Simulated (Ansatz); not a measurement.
BeS:
```cif
data_Be3S3
_chemical_formula_sum 'Be3 S3'
_space_group_name_H-M_alt 'P6422'
_space_group_IT_number 181
_space_group_name_Hall 'P 64 2 (0 0 2)'
_cell_length_a 3.42332
_cell_length_b 3.42332
_cell_length_c 7.74601
_cell_angle_alpha 90.000
_cell_angle_beta 90.000
_cell_angle_gamma 120.000
loop_
_atom_site_label
_atom_site_type_symbol
_atom_site_symmetry_multiplicity
_atom_site_Wyckoff_symbol
_atom_site_fract_x
_atom_site_fract_y
_atom_site_fract_z
_atom_site_occupancy
Be1 Be 3 c 0.50000 0.00000 0.00000 1
S1 S 3 d 0.50000 0.00000 0.50000 1
```

Relaxed with PBEsol.

Problem. Decompose the optical modes at the zone centre into irreducible representations, and say which are infrared and Raman allowed.

Solution. Point group 622: Γ_opt = A2 + 2B1 + 2B2 + 3E1 + 2E2. Infrared: A2, E1. Raman: E1, E2.

Problem. Assign frequencies (DFPT, DFT-PBEsol in the program Ansatz with PAW potentials; without the LO–TO term).

Solution. E1 194, B2 196, B1 208, B1 314, E2 328, E1 408, A2 493, E1 518, B2 537, E2 633 cm⁻¹.

Subscripts of B labels follow the axes of the standard setting.

Space group P6_422. The start of the workflow was typed in or built on a structure type; neither database checked (COD, Materials Project) lists it. COD files the formula under space group No. 216. Whether it is the stable phase at ambient conditions was not checked. Symmetry was held in the PBEsol relaxation; its stability against distortions is not shown here.

Potentials: the earlier of the program's two PAW sets. The files were generated under PBE; for other functionals the program regenerates the frozen cores, and for LDA and PBEsol the local potential too.
